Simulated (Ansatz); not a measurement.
A: BaZrO₃ (cubic perovskite), a = 4.2051 Å, b = 4.2051 Å, c = 4.2051 Å, α = 90.00°, β = 90.00°, γ = 90.00°
B: Cs (bcc, W type), a = b = c = 6.2752 Å, α = β = γ = 90.00°
C: NaF (rock salt), a = b = c = 4.5945 Å, α = β = γ = 90.00°
D: LiF (rock salt), a = b = c = 3.990 Å, α = β = γ = 90.00°

Scan: energy against volume (even scaling of the relaxed cell, symmetry kept). All come from one method, each on a k mesh of its own. All were relaxed with their symmetry unable to fall. BaZrO3 is run without spin polarisation. The relaxed volume of Cs is well above the measured one; the method has no dispersion term.

Problem. Put the candidates in order of bulk modulus (fitted), lowest first, for r2SCAN (plane waves to 500 eV, PAW, scalar-relativistic; Ansatz, a first-principles code).

Solution. B (1.8 GPa), C (54.4 GPa), D (77.4 GPa), A (163 GPa)

(Under strain, the slope of the energy per volume gives the stress and its curvature an elastic modulus.)
